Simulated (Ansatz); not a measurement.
YN in space group P6_3/mmc (No. 194; Y on 2c, N on 2d), the program Ansatz at the r²SCAN level (PAW). The conduction-band minimum lies at K, with 2 equivalent valleys. Second derivatives d²E/dk² of the lowest band at one valley (eV·Å²), along Cartesian directions:

| direction | d²E/dk² |
|---|---|
| [100] | 13.20 |
| [010] | 13.20 |
| [001] | 36.14 |
| [110] | 13.20 |
| [101] | 24.68 |
| [011] | 24.68 |

Problem. Find the principal effective masses, the density-of-states mass and the conductivity mass.

Solution. Off-diagonal terms follow from H_xy = H[110] − (H_xx + H_yy)/2, and m*/mₑ = 7.620 eV·Å² over each eigenvalue: 0.21, 0.58, 0.58. One valley's DOS mass (m₁m₂m₃)^(1/3) = 0.41, conductivity mass 3/(Σ 1/mᵢ) = 0.37 mₑ.

Problem. What effective density of states Nc follows at 300 K for parabolic valleys?

Solution. Nc = 2.509e19 × 2 × (0.41)^(3/2) ≈ 1.3e19 cm⁻³.

A made-up cell: these elements were put on the sites of a structure type; the Crystallography Open Database copy checked does not list it. COD files the formula under space group No. 225, so this cell is another polymorph or a model. Its standing as an ambient phase is unchecked. The r²SCAN relaxation kept the symmetry of its start; whether a distortion lowers the energy is not shown. No spin polarisation was allowed. Spin–orbit coupling is left out wherever it is not named.

Potentials: the later of the program's two PAW sets.

Edges and masses are those of Kohn–Sham bands, whose gap is no quasiparticle gap.
